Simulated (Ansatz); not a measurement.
## HfSiO4: ¹⁷⁹Hf nuclear quadrupole resonance

Cell: a structure deposited in the COD, ions relaxed with PBE at fixed cell.

Space group I4_1/amd:1 (No. 141); a = 6.5725, c = 5.9632 Å.

```csv
site,Wyckoff,site symmetry,x,y,z
Hf,4a,-4m2,0.0000,0.5000,0.2500
Si,4b,-4m2,0.5000,0.0000,0.2500
O,16h,.m.,0.5000,0.3147,0.8193
```

One atom of each set is listed; the run and its k-mesh use a cell of 12 atoms with edges of 5.52, 5.52, 5.52 Å.

All values are calculated (Ansatz; DFT, r2SCAN, plane waves and PAW (field gradients read without the response of the frozen cores, which leaves them typically 4 to 6 % off), scalar-relativistic, 500 eV cutoff, Γ-centred 5×5×5 k-points, Fermi–Dirac smearing 0.02 eV), not measured.

¹⁷⁹Hf: I = 9/2, Q = 3793 mb (year-2017 value). Static lattice, zero field.

(1) The simulated lines lie at 54.3, 108.6, 162.9, 217.3 MHz. What are |C_Q|, η and |V_zz| at Hf?

Answers

(1) For I = 9/2 and η = 0 the lines are |C_Q|/24 times 1, 2, 3 and 4; η shifts the lowest up most. Here |C_Q| = 1304 MHz, η = 0.00 and |V_zz| = 14.21 × 10²¹ V/m². The calculation gives V_zz positive; the lines don't show the sign. The site has 8 O at 2.11–2.26 Å.

An axis of threefold or higher order runs through Hf, so V_zz lies along it and η is zero.

The largest force is 0.3 eV/Å, so the atoms aren't at the calculated equilibrium and relaxing them would move these values. Without spin–orbit coupling the gradients at and beside Hf can be off by some per cent, at some sites by more.
